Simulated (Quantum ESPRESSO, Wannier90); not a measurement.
**Wannier functions of Sn (diamond)**

```
CELL_PARAMETERS angstrom
      0.00000     3.28498     3.28498
      3.28498     0.00000     3.28498
      3.28498     3.28498     0.00000
ATOMIC_POSITIONS crystal
  Sn 0.50000 0.50000 0.50000
  Sn 0.75000 0.75000 0.75000
```

Materials Project entry mp-117; symmetrised, unrelaxed at this level. COD (Crystallography Open Database) has the formula in 5 space groups, this one among them (matched by group alone). Level: PBEsol, no spin polarisation, no spin-orbit coupling; pw.x of Quantum ESPRESSO at 58 Ry with PseudoDojo potentials, 8×8×8 k-points, Wannier90. Density: 12×12×12 mesh, cold smearing 0.01 Ry. Spin-orbit coupling is left out although heavy elements are present.

Base run: 8 functions from bands 11-25 of the 25 computed, start hydrogen-like Sn: s;p, frozen window up to 1.50 eV relative to the Fermi level, outer window open. Rows change the key named; with other orbitals the number of functions and the frozen window follow, as listed; window edges are relative to the Fermi level. The misfit compares interpolated bands with pw.x on a high-symmetry path, for states up to 1.0 eV relative to the Fermi level. Converged means that the tolerances were met: symmetric starts can stop on a saddle, which shows as a larger Ω_OD at equal Ω_I and can move the misfit too.

```
setting  functions  frozen to (eV)  Ω_I (Å²)  Ω_D (Å²)  Ω_OD (Å²)  rms misfit (meV)  worst (meV)      ended
-------  ---------  --------------  --------  --------  ---------  ----------------  -----------  ---------
base             8            1.50     15.51      0.05       1.90               5.5           39  converged
```

Problem. Starting from this base row, predict which settings stop with an error, and how Ω_I and the misfit move in the others: only the lowest 10 of the kept bands; only the lowest 11 of the kept bands; only the lowest 13 of the kept bands; dis_num_iter = 20.

Solution. 
| setting | functions | frozen to (eV) | Ω_I (Å²) | Ω_D (Å²) | Ω_OD (Å²) | rms misfit (meV) | worst (meV) | ended |
|---|---|---|---|---|---|---|---|---|
| only the lowest 10 of the kept bands | 8 | 1.50 | 21.30 | 0.12 | 2.42 | 4.8 | 29 | converged |
| only the lowest 11 of the kept bands | 8 | 1.50 | 19.67 | 0.11 | 2.20 | 4.5 | 39 | converged |
| only the lowest 13 of the kept bands | 8 | 1.50 | 16.29 | 0.07 | 7.12 | 4.9 | 36 | converged |
| dis_num_iter = 20 | 8 | 1.50 | 15.72 | 0.05 | 6.83 | 7.5 | 56 | step limit |
